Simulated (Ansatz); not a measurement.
LaAl₃N₄, ordered on the wurtzite lattice (P3m1) with 8 atoms a cell, relaxed with r2SCAN. The symmetry is P3m1 (No. 156, trigonal); conventional cell a = 3.268 Å, c = 10.962 Å, 12.68 Å³ an atom. Al is surrounded by 4 N at 1.90–1.96 Å; Al is surrounded by 4 N at 1.89–1.95 Å; Al is surrounded by 4 N at 1.91–1.95 Å; La is surrounded by 4 N at 2.22–2.56 Å; N is surrounded by 4 Al at 1.90–1.95 Å; N is surrounded by 1 Al at 1.89 Å and 3 La at 2.22 Å; N is surrounded by 4 Al at 1.91–1.95 Å; N is surrounded by 3 Al at 1.96 Å and 1 La at 2.56 Å.

```xyz
8
Lattice="3.2684 0.0000 0.0000 -1.6342 2.8305 0.0000 0.0000 0.0000 10.9619" Properties=species:S:1:pos:R:3 pbc="T T T"
Al    0.0000    1.8870    0.3437
Al    0.0000    1.8870    5.1423
Al    1.6342    0.9435    2.7416
La    1.6342    0.9435    8.2005
N     0.0000    1.8870    2.2452
N     0.0000    1.8870    7.0287
N     1.6342    0.9435    4.6469
N     1.6342    0.9435   10.7584
```

4 runs of the plane-wave code Ansatz on this cell differ in the functional (and in the settings that go with it). Levels are in eV from each run's valence top; v1 is the last filled band, c1 the first empty one.

Run A, mean stress -0.7 GPa (compression positive):
```
point     v2     v1    c1    c2
    Γ  -1.28  -1.27  2.75  4.92
    M  -1.51  -1.05  2.92  5.01
    K  -1.90   0.00  3.86  4.41
```

Run B, mean stress 0.0 GPa (compression positive):
```
point     v2     v1    c1    c2
    Γ  -1.20  -1.13  1.40  3.04
    M  -1.41  -0.93  1.52  3.38
    K  -1.69   0.00  2.55  3.14
```

Run C, mean stress -0.7 GPa (compression positive):
```
point     v2     v1    c1    c2
    Γ  -1.26  -1.24  2.07  4.20
    M  -1.49  -1.02  2.21  4.30
    K  -1.86   0.00  3.16  3.72
```

Run D, mean stress +3.1 GPa (compression positive):
```
point     v2     v1    c1    c2
    Γ  -1.09  -1.06  1.03  2.61
    M  -1.32  -0.88  1.27  3.00
    K  -1.60   0.00  2.26  2.83
```

**Question.** Match the runs to PBE, r2SCAN, HSE06, PBE0.

**Answer.** A is PBE0, B is r2SCAN, C is HSE06, D is PBE. In order of the gap: PBE 1.03, r2SCAN 1.40, HSE06 2.07, PBE0 2.75 eV. The stress vanishes for r2SCAN, which relaxed the cell.

Values at 0 K without nuclear motion; spin polarisation is off, and the phase may be a hypothetical one.

Spin-orbit coupling is left out.

The stress of a hybrid is loosely converged in these runs.

The meshes of the hybrids are coarse, so their gaps aren't converged to the digits shown.
